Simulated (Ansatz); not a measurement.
TaAgO₃: computed property card

TaAgO3:
```xyz
10
Lattice="2.7608 1.5940 4.5877 -2.7608 1.5940 4.5877 0.0000 -3.1879 4.5877" Properties=species:S:1:pos:R:3 pbc="T T T"
Ta     0.0000     0.0000     0.0000
Ta     0.0000     0.0000     6.8815
Ag     0.0000     0.0000    10.3223
Ag     0.0000     0.0000     3.4408
O      0.3197     1.5940     8.0285
O     -0.3197    -1.5940     5.7346
O     -1.5403    -0.5201     8.0285
O      1.5403     0.5201     5.7346
O      1.2206    -1.0738     8.0285
O     -1.2206     1.0738     5.7346
```

Space group R-3c (No. 167); conventional cell a = b = 5.522 Å, c = 13.763 Å, α = β = 90.00°, γ = 120.00°.

Method: r²SCAN (plane waves, PAW; program Ansatz). Geometry: relaxed at this level of theory. Other levels are named where they apply.

### Cell and energy

```json
{
  "volume_per_atom": "12.11 Å³",
  "density": "9.23 g/cm³",
  "Formation energy from the elements (no fitted shifts)": "-2.21 eV/atom"
}
```

### Electronic structure

```json
{
 "band_gap": "2.31 eV (indirect)",
 "valence_band_maximum": "off the standard path, at k = (0.167, 0.167, -0.365) in fractions of the reciprocal vectors",
 "conduction_band_minimum": "at F (3 equivalent valleys)",
 "smallest_direct_gap_on_the_standard_path": "2.40 eV",
 "electron_effective_mass": "0.31, 0.35, 5.1 mₑ (principal values)",
 "Electron effective mass with spin–orbit coupling": "0.31, 0.35, 5.4 mₑ (principal values)",
 "hole_effective_mass": "1.3, 1.6, 3.6 mₑ (principal values)",
 "Hole effective mass with spin–orbit coupling": "1.4, 1.6, 4.3 mₑ (principal values)",
 "HSE06 gap on the r²SCAN cell": "3.41 eV",
 "Gap with spin–orbit coupling": "2.25 eV"
}
```

### Mechanics

```json
{
  "Bulk modulus (Birch–Murnaghan fit)": "193 GPa",
  "Pressure derivative B′": "5.0",
  "Elastic constants (relaxed ions, GPa)": "C11 = 313, C12 = 115, C13 = 150, C14 = -28.1, C33 = 293, C44 = 77.6",
  "mechanical_stability": "stable (all eigenvalues of C positive)",
  "hill_bulk_and_shear_moduli": "194 and 80.1 GPa",
  "Young's modulus": "211 GPa",
  "Poisson's ratio": "0.32",
  "debye_temperature_from_the_elastic_constants": "427 K"
}
```

### Dielectric response

```json
{
  "Electronic dielectric constant ε∞ (DFPT)": "5.95 (xx = yy), 5.92 (zz)",
  "Born charges (a third of the trace)": "Ta +8.60, Ag +1.41, O -3.34 e"
}
```

### Phonons

```json
{
 "Highest zone-centre frequency (without LO–TO term)": "27.78 THz",
 "zone_centre_stability": "no imaginary mode at Γ"
}
```

### Charges

```json
{
  "bader_charges": "Ta +3.07, Ag +0.71, O -1.26 e"
}
```

The first step of the workflow began from a Materials Project structure, measured or hypothetical; the Crystallography Open Database copy checked does not list it. COD files the formula under space group No. 161. Whether it is the stable phase at ambient conditions was not checked. The cell was relaxed with r²SCAN under the symmetry of its start. The run is not spin-polarised. The references are the lowest solids computed at this level, not always the standard phases (solids in place of the gases). Scalar-relativistic: spin–orbit coupling is off unless named, which matters more the heavier the elements.

Potentials: the later of the program's two PAW sets.
